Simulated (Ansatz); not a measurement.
## Energy over volume and axial ratio for Sn (beta-Sn type, space group I4_1/amd)

Sn (beta-Sn type, space group I4_1/amd)

Space group I4₁/amd, origin choice 1 (No. 141); a = 5.8329 Å, b = 5.8329 Å, c = 3.1581 Å, α = 90.00°, β = 90.00°, γ = 90.00°

```csv
atom,site,symmetry,x,y,z
Sn,4a,-4m2,0.0000,0.0000,0.0000
```
(The calculation used a cell of 2 atoms; values per cell refer to that cell.)

Two coordinates are scanned: the volume, and the ratio of the stretch along z (the conventional c axis) to the stretch across it. Atoms keep their fractional coordinates.

Calculation: PBEsol (plane waves to 420 eV, PAW, scalar-relativistic; Ansatz, a quantum-chemistry and plane-wave program). k mesh 17×17×17 (Γ-centred), Fermi-Dirac smearing 0.05 eV. The energy includes the smearing's −TS. Compression counts positive. With partly filled bands, the response to shear is sensitive to the k mesh, so small differences along c/a are uncertain. Sn was relaxed with its symmetry unable to fall. ΔE is measured from the relaxed starting cell.

ΔE (kJ/mol of atoms), with V/V₀ across and (c/a)/(c/a)₀ down:

```csv
(c/a)/(c/a)₀ \ V/V₀,0.960,0.973,0.987,1.000,1.013,1.027,1.040
0.880,8.9,8.1,7.5,7.1,6.9,6.8,6.9
0.920,4.2,3.6,3.2,3.0,2.9,3.0,3.3
0.960,1.6,1.1,0.8,0.7,0.8,1.0,1.3
1.000,0.8,0.3,0.1,0.0,0.1,0.3,0.7
1.040,1.5,1.0,0.7,0.6,0.6,0.8,1.2
1.080,3.2,2.6,2.2,2.0,2.0,2.1,2.4
1.120,5.5,4.8,4.3,4.0,3.8,3.9,4.0
```

P (GPa), with V/V₀ across and (c/a)/(c/a)₀ down:

```tsv
(c/a)/(c/a)₀ \ V/V₀	0.960	0.973	0.987	1.000	1.013	1.027	1.040
0.880	4.2	3.2	2.3	1.4	0.7	0.0	-0.7
0.920	3.2	2.3	1.4	0.6	-0.1	-0.8	-1.5
0.960	2.7	1.8	0.9	0.1	-0.6	-1.3	-1.9
1.000	2.5	1.6	0.8	0.0	-0.7	-1.4	-2.0
1.040	2.7	1.8	1.0	0.2	-0.6	-1.2	-1.8
1.080	3.1	2.2	1.3	0.5	-0.2	-0.9	-1.5
1.120	3.7	2.7	1.9	1.0	0.3	-0.4	-1.1
```

Read from the data:

```
Quantity                                                             Result
-------------------------  ------------------------------------------------
Lowest place on the grid    V/V₀ = 1.000, (c/a)/(c/a)₀ = 1.000 (0 meV/atom)
Highest place on the grid  V/V₀ = 0.960, (c/a)/(c/a)₀ = 0.880 (92 meV/atom)
```

The 49 points together took very roughly 30 core-minutes.

(Under strain, the slope of the energy per volume gives the stress and its curvature an elastic modulus.)
